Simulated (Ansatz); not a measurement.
InAs (zinc blende), relaxed and computed with several functionals in Ansatz (plane waves, PAW).

```csv
functional,a (Å),gap (eV),B₀ by P(V) fit (GPa)
PBE,6.186,none,48.4
PBEsol,6.087,none,55.6
r²SCAN,6.108,0.08,57.2
```

All cells were relaxed under the symmetry of their starts (and spin orders); stability against distortions was not tested throughout. Scalar-relativistic: spin–orbit coupling is off unless named, which matters more the heavier the elements.

Potentials: the later of the program's two PAW sets.

Ansatz (a quantum-chemistry and plane-wave program) is a plane-wave DFT program.
